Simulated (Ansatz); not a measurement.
Values for one crystal, relaxed and computed with the program Ansatz at the PBEsol level (PAW); other levels are named.

```yaml
volume_per_atom: 28.83 Å³
electronic_character: no gap, with almost no states at the Fermi level (zero-gap or semimetallic)
Pressure derivative B′: 5.0
hill_bulk_and_shear_moduli: 51.6 and 14.4 GPa
Elastic constants (relaxed ions, GPa): C11 = 61.6, C12 = 46.6, C44 = 22.3
Young's modulus: 39.6 GPa
debye_temperature_from_the_elastic_constants: 147 K
```

### Question
Pick the material that matches.
(A) HfC, rock salt
(B) YGe3, Cmcm (Y on 4c, Ge on 4c, Ge on 4c, Ge on 4c)
(C) CsHgBr3, cubic perovskite
(D) HgSe, zinc blende

### Answer
D, HgSe, zinc blende

Space group F-43m (zinc blende). The PBEsol relaxation kept the symmetry of its start. As this level gives no gap, shear constants depend on the k-mesh and smearing (Fermi–Dirac, 0.1 eV here). Scalar-relativistic: spin–orbit coupling is off unless named, which matters more the heavier the elements.

Potentials: the later of the program's two PAW sets.
